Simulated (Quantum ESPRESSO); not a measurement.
```cif
data_Si8
_chemical_formula_sum 'Si8'
_space_group_name_H-M_alt 'Fd-3m :1'
_space_group_IT_number 227
_space_group_name_Hall 'F 4d 2 3 -1d'
_cell_length_a 5.39510
_cell_length_b 5.39510
_cell_length_c 5.39510
_cell_angle_alpha 90.000
_cell_angle_beta 90.000
_cell_angle_gamma 90.000
loop_
_atom_site_label
_atom_site_type_symbol
_atom_site_symmetry_multiplicity
_atom_site_Wyckoff_symbol
_atom_site_fract_x
_atom_site_fract_y
_atom_site_fract_z
_atom_site_occupancy
Si1 Si 8 a 0.00000 0.00000 0.00000 1
```
(The calculation used a cell of 2 atoms; values per cell refer to that cell.)

Cell and atoms were relaxed with LDA from Materials Project entry mp-149, within its symmetry.

Q: What does LDA (pw.x of Quantum ESPRESSO, ONCV potentials, scalar-relativistic) give for the electronic structure near the Fermi level?

A: The LDA gap is indirect, 0.45 eV, from Γ to 82 % of the way from Γ to X; the smallest direct gap is 2.54 eV.
